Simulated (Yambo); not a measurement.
G0W0@PBEsol for RbO$_{2}$H$_{3}$ (space group Cmc2_1, No. 36) in Yambo. Reference settings: 4×4×2 Γ-centred k mesh, 147 bands and a 6 Ry block in the screening, 147 bands in G with the Bruneval-Gonze terminator, plasmon pole fitted at 27.2 eV. The PBEsol gap (0.25, -0.5, 0) → Γ on this mesh is 4.44 eV; G0W0 gaps are taken between the same points.

The settings were changed. The gap went from 7.09 eV to 7.80 eV, and the shift of the valence edge from -1.66 eV to -2.38 eV.

Task: What was changed between the two runs?
(A) 60 bands in G
(B) 5 Ry block
(C) 1 Ry block
(D) 60 bands in W, 60 bands in G

Result: C, 1 Ry block. The others gave (gap, valence shift): 60 bands in W, 60 bands in G: 7.32, -1.49 eV; 60 bands in G: 7.11, -1.62 eV; 5 Ry block: 7.05, -1.66 eV.

Geometry of the Materials Project entry, not relaxed at this level; primitive cell a = 5.833 Å, b = 5.833 Å, c = 5.940 Å, α = 90.00°, β = 90.00°, γ = 137.57°.

The structure is a Materials Project entry; no match was found in the copy of COD used, and its stability was not checked.

A shift is the quasiparticle energy of the state minus its PBEsol energy.
